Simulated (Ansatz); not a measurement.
The cell is InGa3As4, ordered on the zincblende lattice (R3m) with 8 atoms a cell; cell and atoms were relaxed with r2SCAN. The symmetry is R3m (No. 160, trigonal); a = 4.085 Å, c = 40.136 Å in the conventional setting, 24.17 Å³ an atom. Ga has 4 As at 2.44–2.49 Å; Ga has 4 As at 2.46–2.49 Å; In has 4 As at 2.57–2.64 Å; As has 4 Ga at 2.46–2.49 Å; As has 3 Ga at 2.49 Å and 1 In at 2.64 Å; As has 1 Ga at 2.44 Å and 3 In at 2.57 Å.

3 runs of the PAW code Ansatz on this cell differ in the functional (and in the settings that go with it). Levels are in eV from each run's valence top; v1 is the last filled band, c1 the first empty one.

Run A, mean stress 0.0 GPa (compression positive):
```
point     v4     v3     v2     v1    c1    c2
    Γ  -0.67  -0.22   0.00   0.00  0.38  0.93
    T  -0.52  -0.52  -0.08  -0.08  0.90  1.15
   H₂  -2.45  -2.43  -2.18  -2.13  2.52  2.55
    L  -2.33  -2.23  -1.67  -1.32  1.68  1.87
```

Run B, mean stress +2.5 GPa (compression positive):
```
point     v4     v3     v2     v1    c1    c2
    Γ  -0.65  -0.24  -0.05   0.00  0.00  0.59
    T  -0.50  -0.50  -0.08  -0.08  0.57  0.82
   H₂  -2.37  -2.35  -2.11  -2.06  2.21  2.24
    L  -2.29  -2.20  -1.61  -1.28  1.41  1.58
```

Run C, mean stress +0.5 GPa (compression positive):
```
point     v4     v3     v2     v1    c1    c2
    Γ  -0.70  -0.18   0.00   0.00  0.77  1.34
    T  -0.53  -0.53  -0.09  -0.09  1.31  1.56
   H₂  -2.54  -2.52  -2.26  -2.20  2.90  2.93
    L  -2.39  -2.30  -1.73  -1.39  2.04  2.25
```

Q: Match the runs to PBE, r2SCAN, HSE06.

A: A is r2SCAN, B is PBE, C is HSE06. In order of the gap: PBE 0, r2SCAN 0.38, HSE06 0.77 eV. The stress vanishes for r2SCAN, which relaxed the cell.

(Calculated; spin-unpolarised; the phase may be known or hypothetical.)

Spin-orbit coupling is left out, which matters wherever the heavy atoms make up the band edges.

The stress of a hybrid is loosely converged in these runs.
